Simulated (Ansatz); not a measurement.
Relaxed candidate structures of Ta:

A. Im-3m (No. 229), cI2, bcc (W type); a = 3.2820 Å, b = 3.2820 Å, c = 3.2820 Å, α = 90.00°, β = 90.00°, γ = 90.00°; Ta 2a (0.000, 0.000, 0.000)

B. P6₃/mmc (No. 194), hP2, hcp (Mg type); a = b = 2.8660 Å, c = 5.0918 Å, α = β = 90.00°, γ = 120.00°; Ta 2d (0.667, 0.333, 0.250)

C. Fm-3m (No. 225), cF4, fcc (Cu type); a = b = c = 4.177 Å, α = β = γ = 90.00°; Ta 4a (0.000, 0.000, 0.000)

Put the candidates in order of energy per atom, lowest first, for PBEsol (plane waves to 420 eV, PAW, scalar-relativistic; Ansatz, a first-principles code).

A (reference, the lowest of the structures calculated here), C (+0.27 eV/atom), B (+0.30 eV/atom)

Each run could gain symmetry but not lose that of its start, so entries can be saddle points. From databases, or of a type measured for this composition: Im-3m, cI2, bcc (W type); Fm-3m, cF4, fcc (Cu type); the others are generated cells (placed on structure types, drawn at random, substituted or restacked) that were not matched to a known phase here. Energies are at zero temperature and pressure, without zero-point motion. Each cell has its own k-point mesh; energy differences are given only to the digits this allows. No spin polarisation in the result.
